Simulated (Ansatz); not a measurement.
Sn:
```
Sn
1.0
    3.20789     0.00000     0.00000
   -1.60394     2.77811     0.00000
    0.00000     0.00000     3.01594
Sn
1
Direct
  0.00000   0.00000   0.00000
```

Relaxed with PBEsol. Special points in fractions of this cell's reciprocal vectors: Γ (0.000, 0.000, 0.000); M (0.500, 0.000, 0.000); K (0.333, 0.333, 0.000); A (0.000, 0.000, 0.500); L (0.500, 0.000, 0.500); H (0.333, 0.333, 0.500).

Problem. List the band energies nearest the Fermi level at these points for the program Ansatz at the PBEsol level (PAW).

Solution. In eV from the Fermi level; about four levels below and three above (degenerate sets whole), none deeper than 8.9 eV; … stands for higher levels left out; points with the same levels are listed once.

```
k                    below           above
-  -----------------------  --------------
Γ                        –  5.38 7.13 7.13
M              -7.04 -4.75     3.36 7.02 …
K        -6.16 -2.88 -2.88          9.90 …
A              -8.04 -5.00   10.06 10.06 …
L        -3.48 -2.22 -1.67          2.99 …
H  -2.45 -0.97 -0.29 -0.29               …
```

Space group P6/mmm (simple hexagonal). The start of the workflow was typed in or built on a structure type; neither database checked (COD, Materials Project) lists it. It is not the phase usual at ambient conditions (space group No. 141). Symmetry was held in the PBEsol relaxation; whether a distortion lowers the energy is not shown. Spin–orbit coupling is left out wherever it is not named.

Potentials: the earlier of the program's two PAW sets. The files were generated under PBE; for other functionals the program regenerates the frozen cores, and for LDA and PBEsol the local potential too.
